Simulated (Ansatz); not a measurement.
Input, command and steps of an Ansatz relaxation.

```yaml
crystal:
  lattice:
    - [-4.0847623301, 4.1116646166, -1.8852159631]
    - [-4.5669195312, -1.7678221785, 5.9103175738]
    - [1.7538249216, 4.5862770756, 5.9027728317]
  atoms:
    - { symbol: Al, position: [0.9987426531, 0.995247601, 0.0056393627] }
    - { symbol: Al, position: [0.0767946515, 0.6192409187, 0.1169216499] }
    - { symbol: Al, position: [0.2140203309, 0.1696503747, 0.2196571583] }
    - { symbol: Al, position: [0.6737927473, 0.7054234039, 0.2062746338] }
    - { symbol: Al, position: [0.8017250976, 0.2969640149, 0.3188952503] }
    - { symbol: Al, position: [0.3819898225, 0.4274849001, 0.3836576142] }
    - { symbol: Al, position: [0.9846780778, 0.5122796795, 0.5026162321] }
    - { symbol: Al, position: [0.906152481, 0.8929411349, 0.3925334883] }
    - { symbol: Al, position: [0.7240979336, 0.2206638111, 0.7253194015] }
    - { symbol: Al, position: [0.1937547252, 0.7168812725, 0.6816786278] }
    - { symbol: Al, position: [0.2871604399, 0.2649879823, 0.7505147771] }
    - { symbol: Al, position: [0.9808396092, 0.3917813802, 0.9152683] }
    - { symbol: Al, position: [0.4001145653, 0.8980431083, 0.9154832697] }
    - { symbol: Si, position: [0.613824261, 0.0666621318, 0.1457696385] }
    - { symbol: Si, position: [0.4900241184, 0.9956546876, 0.4890670491] }
    - { symbol: Si, position: [0.0900025751, 0.0753981498, 0.586410876] }
    - { symbol: Si, position: [0.5915870355, 0.6612854667, 0.5616376526] }
    - { symbol: Ca, position: [0.510894786, 0.4757273576, 0.9700486319] }
    - { symbol: Cu, position: [0.2921545113, 0.8073281862, 0.3006442115] }
    - { symbol: Zn, position: [0.7989900564, 0.8162617775, 0.8035648118] }
  symmetry: { detect: false }
basis:
  ecutwfc: 420
kpoints:
  mp_grid: { grid: [4, 3, 3] }
hamiltonian:
  xc: pbe
scf:
  occupations: { method: gaussian, width: 0.1 }
  lower_state_search: "off"
output:
  forces: true
  stress: true
  eigenvalues: true
relax:
  adjacent_minimum: "off"
  f_tol: 0.04
  max_steps: 25
  cell: { stress_tol: 0.3 }
```

```bash
ansatz run input.yaml --threads 4 --pin off --max-ram 9216MiB --backend cpu --events-out ev --progress --plain --runs-dir out
```

All numbers below come from DFT PBE, scalar-relativistic, plane waves, PAW (Ansatz).

Of 15 frames 10 are shown, positions in Å and forces in eV/Å; the SCF threshold varies from step to step. Steps run on the plane waves of an earlier cell, with a Pulay correction in the pressure. The basis is chosen afresh for the last frame, the zero of the energies, and at times for earlier ones too; energy and pressure can step there, also at an unchanged geometry. Where two frames share a geometry here, they differ by under 2 meV/atom and 0.3 GPa. The mark taken_back stands on steps that the optimiser undid.

```xyz
20
Lattice="-4.0848 4.1117 -1.8852 -4.5669 -1.7678 5.9103 1.7538 4.5863 5.9028" Properties=species:S:1:pos:R:3:forces:R:3 pbc="T T T" step=1 free_energy_over_end_meV_per_atom=36.91 pressure_GPa=0.47
Al   -8.6150    2.3729    4.0327   -0.0321    0.0468    0.1607
Al   -2.9367   -0.2427    4.2053   -0.0875    0.0013   -0.2085
Al   -1.2638    1.5875    1.8958    0.0512    0.0892    0.0173
Al   -5.6121    2.4694    4.1166    0.0985   -0.1065   -0.0269
Al   -4.0718    4.2340    2.1261    0.2992    0.0370    0.0772
Al   -2.8398    2.5745    4.0711   -0.0539    0.2540   -0.0769
Al   -5.4802    5.4482    4.1382   -0.0043   -0.0356    0.0880
Al   -7.0910    3.9475    5.8863   -0.1123    0.0675    0.1452
Al   -2.6934    5.9137    4.2205    0.1840   -0.1879   -0.3273
Al   -2.8698    2.6557    7.8955   -0.1516    0.0747    0.0394
Al   -1.0669    4.1543    5.4549   -0.0769    0.0770   -0.3617
Al   -4.1905    7.5380    5.8691   -0.0376    0.1464    0.1503
Al   -4.1301    4.2562    9.9573   -0.1311    0.0138   -0.0730
Si   -2.5561    3.0745    0.0972   -0.0444   -0.2875   -0.0137
Si   -5.6910    2.4977    7.8477   -0.2241    0.1717    0.2562
Si    0.3165    2.9262    3.7374    0.1055   -0.1849    0.0369
Si   -4.4515    3.8392    6.1084    0.2705   -0.0250   -0.0046
Ca   -2.5582    5.7085    7.5745   -0.0177    0.0125    0.0372
Cu   -4.3531    1.1529    5.9954   -0.0571    0.0570    0.0211
Zn   -5.5822    5.5275    8.0614    0.0215   -0.2215    0.0634
20
Lattice="-4.0520 4.1323 -1.9116 -4.4900 -1.6960 6.0816 1.6282 4.5216 6.0359" Properties=species:S:1:pos:R:3:forces:R:3 pbc="T T T" step=3 free_energy_over_end_meV_per_atom=24.94 pressure_GPa=0.11
Al   -8.5096    2.5016    4.2278    0.0204    0.0631   -0.0025
Al   -2.9148   -0.2114    4.2409    0.0587   -0.0485   -0.0557
Al   -1.2705    1.6309    1.9935   -0.0065    0.0513    0.0376
Al   -5.5711    2.5058    4.2505   -0.0294    0.0244   -0.0253
Al   -3.9659    4.2538    2.2254   -0.1312   -0.0094   -0.0960
Al   -2.8592    2.6430    4.1741    0.0188   -0.1041   -0.0118
Al   -5.4895    5.4623    4.3102    0.0023   -0.0017    0.0086
Al   -7.0386    3.9929    6.1086    0.1314   -0.0570    0.0070
Al   -2.6838    5.8548    4.1721   -0.0592    0.0739    0.1033
Al   -2.9191    2.6856    8.1574    0.0083   -0.0216    0.0100
Al   -1.1397    4.1565    5.5224    0.0012    0.0152    0.1799
Al   -4.2267    7.5735    5.9802    0.0114   -0.0370   -0.0227
Al   -4.1761    4.2621   10.2013    0.0872   -0.0209   -0.0276
Si   -2.5627    2.9991    0.1033    0.0206   -0.0196   -0.0783
Si   -5.7202    2.6102    8.1334   -0.0281    0.0870    0.0477
Si    0.2508    2.8574    3.8387   -0.0625    0.0522    0.0536
Si   -4.3886    3.8368    6.2930    0.0086   -0.1054   -0.1492
Ca   -2.6578    5.7122    7.7629   -0.0042    0.0110    0.0657
Cu   -4.3275    1.2073    6.1948    0.0016   -0.0110   -0.0131
Zn   -5.6132    5.4729    8.3261   -0.0493    0.0581   -0.0308
20
Lattice="-4.0707 4.1453 -1.9227 -4.4352 -1.5587 6.2641 1.4614 4.4123 6.1795" Properties=species:S:1:pos:R:3:forces:R:3 pbc="T T T" step=4 free_energy_over_end_meV_per_atom=19.88 pressure_GPa=0.23
Al   -8.4683    2.7170    4.4412    0.0138   -0.0427   -0.1848
Al   -2.8712   -0.1811    4.2659    0.0685   -0.0341    0.1714
Al   -1.2989    1.6864    2.0858    0.0167   -0.0254   -0.0231
Al   -5.5870    2.5808    4.3813   -0.1627    0.1312    0.0224
Al   -4.0379    4.2586    2.2832   -0.2261    0.1334   -0.0248
Al   -2.9018    2.6595    4.2682    0.1786   -0.0784    0.0759
Al   -5.5827    5.4774    4.4899   -0.0008    0.0393   -0.1265
Al   -7.0346    4.0730    6.3717    0.0973   -0.0514    0.0487
Al   -2.8041    5.8205    4.2924   -0.1411    0.1038    0.2028
Al   -3.0136    2.7126    8.4058    0.0721   -0.1417   -0.0068
Al   -1.2753    4.1527    5.7263   -0.0009    0.0278    0.1844
Al   -4.3436    7.5410    6.1614   -0.0044   -0.1156   -0.0952
Al   -4.2591    4.2657   10.4410    0.0662   -0.1733    0.0935
Si   -2.5846    2.9238    0.0814   -0.0426    0.0475   -0.1594
Si   -5.8073    2.7869    8.4186    0.1019    0.0261    0.0576
Si    0.1135    2.8249    3.9906   -0.0565    0.1227    0.0587
Si   -4.3822    3.8166    6.4229    0.0222   -0.0886   -0.2328
Ca   -2.8310    5.6875    8.0186    0.0514   -0.0797   -0.0156
Cu   -4.3325    1.2743    6.3811    0.0503   -0.0736   -0.0519
Zn   -5.7516    5.4928    8.6113   -0.1038    0.2727    0.0056
20
Lattice="-4.1219 4.2066 -1.8693 -4.3700 -1.3783 6.2827 1.3459 4.4692 6.2851" Properties=species:S:1:pos:R:3:forces:R:3 pbc="T T T" step=6 free_energy_over_end_meV_per_atom=9.76 pressure_GPa=0.24
Al   -8.4635    2.9749    4.4926   -0.1125   -0.0252    0.1230
Al   -2.8867   -0.0094    4.3189   -0.0859   -0.0071   -0.0118
Al   -1.2312    1.8205    2.0067   -0.0697    0.0767    0.0908
Al   -5.5734    2.7543    4.3796    0.0194   -0.0063   -0.0247
Al   -4.2020    4.4604    2.3773    0.0642   -0.0931   -0.0351
Al   -2.8044    2.7879    4.1788   -0.0366    0.0867   -0.1119
Al   -5.7070    5.6568    4.5323    0.0314   -0.0579    0.0530
Al   -6.8993    4.2232    6.5786   -0.0245   -0.0315   -0.0411
Al   -3.0316    5.9959    4.6478   -0.0075   -0.0424   -0.1292
Al   -3.0894    2.7812    8.4425   -0.1175   -0.0527    0.0065
Al   -1.4519    4.2752    6.0035    0.1652   -0.0959   -0.0577
Al   -4.4824    7.7107    6.4096   -0.0225    0.1186    0.0752
Al   -4.3638    4.4278   10.5745   -0.0038    0.0915   -0.0232
Si   -2.6464    2.8655   -0.0812    0.0956   -0.0037    0.1605
Si   -5.8068    3.1869    8.6932   -0.0090   -0.0557    0.1066
Si   -0.0665    2.9241    4.2120    0.0363    0.0010    0.0101
Si   -4.1617    3.8852    6.2405   -0.0738    0.1067    0.0323
Ca   -2.9729    5.8181    8.1747   -0.0111   -0.0633   -0.0868
Cu   -4.2494    1.3498    6.3405    0.1207    0.0719   -0.0458
Zn   -5.9634    5.9111    8.8640    0.0422   -0.0188   -0.0913
20
Lattice="-4.1270 4.1906 -1.8815 -4.3866 -1.3877 6.3088 1.3533 4.4446 6.2973" Properties=species:S:1:pos:R:3:forces:R:3 pbc="T T T" step=7 free_energy_over_end_meV_per_atom=7.52 pressure_GPa=-0.02
Al   -8.5014    2.9408    4.5243   -0.0240   -0.0021    0.1021
Al   -2.9202   -0.0153    4.3442   -0.0568    0.0216    0.0178
Al   -1.2402    1.8218    2.0503    0.0736    0.0614   -0.0635
Al   -5.5936    2.7416    4.3749    0.0303   -0.0525   -0.0144
Al   -4.2223    4.4177    2.3563    0.0525   -0.0356   -0.0207
Al   -2.8208    2.7878    4.1799   -0.0606    0.0453   -0.0232
Al   -5.7079    5.6110    4.5431   -0.0169   -0.0112    0.0113
Al   -6.9200    4.1679    6.5872   -0.0092   -0.0331    0.0503
Al   -3.0279    5.9524    4.6368    0.0665    0.0021   -0.0118
Al   -3.1329    2.7259    8.4619   -0.0619    0.0166   -0.0371
Al   -1.4185    4.2296    5.9930    0.0124   -0.0020    0.0100
Al   -4.5123    7.6775    6.4287   -0.0438    0.0414    0.0529
Al   -4.3688    4.4108   10.6094    0.0055    0.0794   -0.0025
Si   -2.6002    2.8554   -0.0470    0.0243   -0.0291   -0.0289
Si   -5.8223    3.1530    8.7545   -0.0810    0.0332    0.0283
Si   -0.0415    2.9080    4.2346    0.0187   -0.1110   -0.0098
Si   -4.2000    3.8937    6.2446    0.0058    0.0141   -0.0384
Ca   -2.9704    5.7589    8.1669    0.0183    0.0076   -0.0058
Cu   -4.2300    1.3611    6.3464    0.0048   -0.0403    0.0498
Zn   -5.9669    5.8739    8.8718    0.0426   -0.0048   -0.0670
20
Lattice="-4.1638 4.1966 -1.7936 -4.4059 -1.2275 6.3409 1.2676 4.5266 6.4063" Properties=species:S:1:pos:R:3:forces:R:3 pbc="T T T" step=9 free_energy_over_end_meV_per_atom=4.20 pressure_GPa=0.72 taken_back
Al   -8.5649    3.0799    4.7697    0.0978    0.0055   -0.0023
Al   -3.0281    0.2192    4.4945    0.0937   -0.0162    0.0018
Al   -1.1973    1.9768    2.1242    0.0025    0.0035   -0.0056
Al   -5.6125    2.8415    4.3475   -0.0938    0.0310    0.0128
Al   -4.3744    4.4214    2.3665    0.0149    0.0894   -0.0387
Al   -2.8794    2.9303    4.2108    0.0387   -0.0925    0.0136
Al   -5.7630    5.7229    4.7073   -0.0141   -0.0367   -0.0072
Al   -6.9146    4.2618    6.7727    0.0582   -0.0109   -0.0199
Al   -3.0552    6.0929    4.8540    0.0406   -0.0040   -0.0313
Al   -3.5046    2.8105    8.5017    0.0076    0.0541    0.0608
Al   -1.4161    4.2711    6.1308   -0.0485    0.0355    0.1285
Al   -4.8476    7.8384    6.8143   -0.0191   -0.0369   -0.0915
Al   -4.4535    4.6426   10.7534    0.0591   -0.0486    0.0771
Si   -2.4619    2.7824   -0.0749   -0.0106    0.0628    0.0268
Si   -6.0732    3.5352    9.1093   -0.0018   -0.0048   -0.2544
Si   -0.0839    2.8393    4.4641    0.0701   -0.0104   -0.0301
Si   -4.2078    4.0717    6.1509   -0.0114    0.0118    0.1693
Ca   -3.0150    5.8523    8.2495   -0.0797    0.0460   -0.0136
Cu   -4.1860    1.4832    6.4221   -0.1226    0.0012    0.1246
Zn   -6.0529    6.2497    8.9026   -0.0807   -0.0801   -0.1206
20
Lattice="-4.1636 4.2069 -1.8108 -4.4347 -1.2905 6.3299 1.2813 4.4966 6.3395" Properties=species:S:1:pos:R:3:forces:R:3 pbc="T T T" step=10 free_energy_over_end_meV_per_atom=2.36 pressure_GPa=0.08
Al   -8.5824    3.0006    4.6871    0.0225    0.0006    0.0016
Al   -3.0266    0.1486    4.4605    0.0196   -0.0020    0.0344
Al   -1.2170    1.9226    2.1020    0.0211    0.0114    0.0047
Al   -5.6370    2.7992    4.3553   -0.0236    0.0155   -0.0073
Al   -4.3490    4.4296    2.3596   -0.0464    0.0503   -0.0351
Al   -2.8807    2.8926    4.2012   -0.0017   -0.0282    0.0285
Al   -5.7697    5.7069    4.6474    0.0129   -0.0202    0.0108
Al   -6.9627    4.2432    6.6731   -0.0176   -0.0168    0.0112
Al   -3.0534    6.0313    4.7604   -0.0099    0.0116   -0.0198
Al   -3.4577    2.8055    8.4849   -0.0361   -0.0689    0.0143
Al   -1.4374    4.2689    6.0764    0.0266   -0.0125    0.0217
Al   -4.8003    7.7821    6.6791   -0.0062   -0.0024    0.0329
Al   -4.4788    4.5561   10.6791   -0.0041    0.0057    0.0288
Si   -2.5002    2.8228   -0.0548    0.0097    0.0002   -0.0479
Si   -6.0773    3.4023    8.9572    0.0054    0.0014   -0.0293
Si   -0.0712    2.8589    4.3854    0.0183    0.0092    0.0584
Si   -4.2475    4.0080    6.1893    0.0063    0.0506   -0.0745
Ca   -3.0261    5.8337    8.2034   -0.0054    0.0056   -0.0564
Cu   -4.2272    1.4055    6.4474   -0.0088   -0.0042    0.0411
Zn   -6.0676    6.1255    8.8001    0.0173   -0.0071   -0.0180
20
Lattice="-4.1994 4.2510 -1.7822 -4.4586 -1.2386 6.3597 1.2165 4.5156 6.3581" Properties=species:S:1:pos:R:3:forces:R:3 pbc="T T T" step=12 free_energy_over_end_meV_per_atom=1.30 pressure_GPa=0.02
Al   -8.6248    3.0557    4.7475   -0.0152   -0.0170    0.0188
Al   -3.0705    0.2106    4.5206   -0.0284    0.0377   -0.0050
Al   -1.2403    1.9875    2.1429   -0.0003    0.0143    0.0068
Al   -5.6920    2.8631    4.3505    0.0188   -0.0026    0.0260
Al   -4.4489    4.5331    2.3860    0.0189   -0.0061    0.0123
Al   -2.9227    2.9400    4.2313    0.0033    0.0015   -0.0087
Al   -5.8240    5.7838    4.7193    0.0082    0.0064    0.0234
Al   -7.0355    4.3032    6.7113   -0.0025    0.0084   -0.0282
Al   -3.0839    6.0504    4.7718    0.0038   -0.0241   -0.0264
Al   -3.6231    2.8560    8.5453    0.0153    0.0012   -0.0076
Al   -1.4882    4.3047    6.1553   -0.0083   -0.0041    0.0170
Al   -4.9647    7.8813    6.8001   -0.0082    0.0125   -0.0169
Al   -4.5736    4.6272   10.7238    0.0098    0.0079    0.0127
Si   -2.4814    2.8132   -0.0884    0.0100    0.0005    0.0058
Si   -6.2043    3.5255    9.0023   -0.0344   -0.0258    0.0120
Si   -0.0997    2.9107    4.4880   -0.0013    0.0271   -0.0236
Si   -4.2804    4.0714    6.1665   -0.0067    0.0026    0.0374
Ca   -3.1155    5.9092    8.2200    0.0024   -0.0086   -0.0075
Cu   -4.2487    1.4236    6.5369    0.0292   -0.0239   -0.0273
Zn   -6.1539    6.2404    8.7923   -0.0145   -0.0081   -0.0209
20
Lattice="-4.2267 4.2712 -1.7718 -4.4750 -1.2161 6.3645 1.1881 4.5105 6.3519" Properties=species:S:1:pos:R:3:forces:R:3 pbc="T T T" step=13 free_energy_over_end_meV_per_atom=1.01 pressure_GPa=0.00
Al   -8.6731    3.0637    4.7631    0.0237   -0.0304    0.0301
Al   -3.0968    0.2371    4.5315   -0.0051    0.0072    0.0055
Al   -1.2610    2.0125    2.1530    0.0085    0.0182    0.0249
Al   -5.7266    2.8924    4.3506    0.0024   -0.0193    0.0269
Al   -4.4948    4.5819    2.4152    0.0003    0.0096   -0.0196
Al   -2.9478    2.9574    4.2444   -0.0120   -0.0164   -0.0143
Al   -5.8522    5.8169    4.7455    0.0145    0.0143    0.0094
Al   -7.0895    4.3324    6.7032   -0.0028   -0.0262    0.0027
Al   -3.1023    6.0223    4.7343   -0.0013    0.0231   -0.0071
Al   -3.6788    2.8846    8.5556    0.0041    0.0004   -0.0327
Al   -1.5263    4.3131    6.1758   -0.0117    0.0272    0.0158
Al   -5.0420    7.9310    6.8274    0.0152   -0.0017    0.0036
Al   -4.6219    4.6408   10.7182   -0.0054    0.0327    0.0036
Si   -2.4822    2.8016   -0.1004   -0.0204   -0.0030   -0.0308
Si   -6.2753    3.5562    8.9962   -0.0123   -0.0183   -0.0172
Si   -0.1188    2.9534    4.4997   -0.0173   -0.0116   -0.0126
Si   -4.3112    4.0830    6.1721   -0.0164   -0.0003    0.0250
Ca   -3.1679    5.9407    8.2140    0.0074    0.0087   -0.0210
Cu   -4.2586    1.4124    6.5546    0.0262    0.0016    0.0018
Zn   -6.2121    6.2755    8.7741    0.0022   -0.0158    0.0057
20
Lattice="-4.2568 4.2943 -1.7659 -4.4862 -1.1971 6.3604 1.1650 4.5031 6.3392" Properties=species:S:1:pos:R:3:forces:R:3 pbc="T T T" step=15 free_energy_over_end_meV_per_atom=0.00 pressure_GPa=0.06
Al   -8.7109    3.0676    4.7762   -0.0008    0.0068   -0.0019
Al   -3.1158    0.2507    4.5371    0.0018   -0.0075    0.0085
Al   -1.2813    2.0458    2.1641    0.0238    0.0154   -0.0003
Al   -5.7624    2.9178    4.3475    0.0106    0.0088    0.0080
Al   -4.5406    4.6334    2.4252   -0.0043    0.0041   -0.0045
Al   -2.9793    2.9663    4.2508   -0.0179    0.0056    0.0107
Al   -5.8750    5.8569    4.7605   -0.0069    0.0076   -0.0014
Al   -7.1402    4.3478    6.6861    0.0149   -0.0029    0.0108
Al   -3.1240    6.0063    4.6853   -0.0226    0.0136    0.0115
Al   -3.7160    2.9141    8.5455    0.0138   -0.0239   -0.0217
Al   -1.5618    4.3346    6.1845    0.0039    0.0185   -0.0140
Al   -5.1022    7.9818    6.8377   -0.0036   -0.0114   -0.0065
Al   -4.6620    4.6594   10.6901    0.0051    0.0042    0.0005
Si   -2.4903    2.7843   -0.1199   -0.0146   -0.0202   -0.0213
Si   -6.3354    3.5727    8.9717   -0.0115   -0.0019   -0.0062
Si   -0.1426    2.9935    4.4997   -0.0253   -0.0318    0.0187
Si   -4.3460    4.0944    6.1731   -0.0109   -0.0015   -0.0099
Ca   -3.2131    5.9748    8.1932    0.0158    0.0084   -0.0081
Cu   -4.2597    1.3997    6.5615    0.0193    0.0168    0.0273
Zn   -6.2673    6.2979    8.7520    0.0094   -0.0087   -0.0002
```

It took 120 s on 4 threads of Intel(R) Xeon(R) 6975P-C (Granite Rapids) (shared host), peak memory 1.2 GiB.

The k mesh is coarse.